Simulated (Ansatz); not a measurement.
Input, command and steps of an Ansatz relaxation.

```yaml
crystal:
  lattice:
    - [4.3648334311, 0.0, 0.0]
    - [0.0, 4.3648334311, 0.0]
    - [0.0, 0.0, 4.3199690356]
  atoms:
    - { symbol: Ti, position: [0.0, 0.5, 0.5] }
    - { symbol: Ti, position: [0.5, 0.0, 0.5] }
    - { symbol: Ti, position: [0.5, 0.5, 0.0] }
    - { symbol: I, position: [0.0, 0.0, 0.0] }
basis:
  ecutwfc: 420
kpoints:
  mp_grid: { grid: [4, 4, 4] }
hamiltonian:
  xc: pbe
scf:
  occupations: { method: gaussian, width: 0.1 }
  lower_state_search: "off"
output:
  forces: true
  stress: true
  eigenvalues: true
relax:
  adjacent_minimum: "off"
  f_tol: 0.04
  max_steps: 70
  cell: { stress_tol: 0.4 }
```

```bash
ansatz run input.yaml --threads 1 --pin off --max-ram 2560MiB --backend cpu --events-out ev --progress --plain --runs-dir out
```

The calculation used DFT PBE, scalar-relativistic, plane waves, PAW (Ansatz).

Of 7 frames 7 are shown, positions in Å and forces in eV/Å; the SCF threshold varies from step to step. Steps run on the plane waves of an earlier cell, with a Pulay correction in the pressure. The basis is chosen afresh for the last frame, the zero of the energies, and at times for earlier ones too; energy and pressure step there, also at an unchanged geometry.

```xyz
4
Lattice="4.3648 0.0000 0.0000 0.0000 4.3648 0.0000 0.0000 0.0000 4.3200" Properties=species:S:1:pos:R:3:forces:R:3 pbc="T T T" step=1 free_energy_over_end_meV_per_atom=120.64 pressure_GPa=-10.21
Ti    0.0000    2.1824    2.1600    0.0000    0.0000    0.0000
Ti    2.1824    0.0000    2.1600    0.0000    0.0000    0.0000
Ti    2.1824    2.1824    0.0000    0.0000    0.0000    0.0000
I     0.0000    0.0000    0.0000    0.0000    0.0000    0.0000
4
Lattice="4.1698 0.0000 0.0000 0.0000 4.1698 0.0000 0.0000 0.0000 4.1083" Properties=species:S:1:pos:R:3:forces:R:3 pbc="T T T" step=2 free_energy_over_end_meV_per_atom=23.75 pressure_GPa=-0.16
Ti    0.0000    2.0849    2.0542    0.0000    0.0000    0.0000
Ti    2.0849    0.0000    2.0542    0.0000    0.0000    0.0000
Ti    2.0849    2.0849    0.0000    0.0000    0.0000    0.0000
I     0.0000    0.0000    0.0000    0.0000    0.0000    0.0000
4
Lattice="4.1904 0.0000 0.0000 0.0000 4.1904 0.0000 0.0000 0.0000 4.0526" Properties=species:S:1:pos:R:3:forces:R:3 pbc="T T T" step=3 free_energy_over_end_meV_per_atom=20.22 pressure_GPa=0.20
Ti    0.0000    2.0952    2.0263    0.0000    0.0000    0.0000
Ti    2.0952    0.0000    2.0263    0.0000    0.0000    0.0000
Ti    2.0952    2.0952    0.0000    0.0000    0.0000    0.0000
I     0.0000    0.0000    0.0000    0.0000    0.0000    0.0000
4
Lattice="4.2440 0.0000 0.0000 0.0000 4.2440 0.0000 0.0000 0.0000 3.9345" Properties=species:S:1:pos:R:3:forces:R:3 pbc="T T T" step=4 free_energy_over_end_meV_per_atom=9.41 pressure_GPa=0.72
Ti    0.0000    2.1220    1.9673    0.0000    0.0000    0.0000
Ti    2.1220    0.0000    1.9673    0.0000    0.0000    0.0000
Ti    2.1220    2.1220    0.0000    0.0000    0.0000    0.0000
I     0.0000    0.0000    0.0000    0.0000    0.0000    0.0000
4
Lattice="4.3758 0.0000 0.0000 0.0000 4.3758 0.0000 0.0000 0.0000 3.7236" Properties=species:S:1:pos:R:3:forces:R:3 pbc="T T T" step=5 free_energy_over_end_meV_per_atom=-0.02 pressure_GPa=0.67
Ti    0.0000    2.1879    1.8618    0.0000    0.0000    0.0000
Ti    2.1879    0.0000    1.8618    0.0000    0.0000    0.0000
Ti    2.1879    2.1879    0.0000    0.0000    0.0000    0.0000
I     0.0000    0.0000    0.0000    0.0000    0.0000    0.0000
4
Lattice="4.3741 0.0000 0.0000 0.0000 4.3741 0.0000 0.0000 0.0000 3.7481" Properties=species:S:1:pos:R:3:forces:R:3 pbc="T T T" step=6 free_energy_over_end_meV_per_atom=-0.39 pressure_GPa=-0.01
Ti    0.0000    2.1870    1.8740    0.0000    0.0000    0.0000
Ti    2.1870    0.0000    1.8740    0.0000    0.0000    0.0000
Ti    2.1870    2.1870    0.0000    0.0000    0.0000    0.0000
I     0.0000    0.0000    0.0000    0.0000    0.0000    0.0000
4
Lattice="4.3741 0.0000 0.0000 0.0000 4.3741 0.0000 0.0000 0.0000 3.7481" Properties=species:S:1:pos:R:3:forces:R:3 pbc="T T T" step=7 free_energy_over_end_meV_per_atom=0.00 pressure_GPa=0.00
Ti    0.0000    2.1870    1.8740    0.0000    0.0000    0.0000
Ti    2.1870    0.0000    1.8740    0.0000    0.0000    0.0000
Ti    2.1870    2.1870    0.0000    0.0000    0.0000    0.0000
I     0.0000    0.0000    0.0000    0.0000    0.0000    0.0000
```

The start puts this composition into another compound's structure type, which needn't suit it. At the end the space group is P4/mmm (tolerance 0.05 Å).

It took 24 s on 1 thread of Arm Neoverse V1, on a shared host, peak memory 0.36 GiB.

The k mesh is coarse. Spin polarisation was left out, and a magnetic state may lie lower.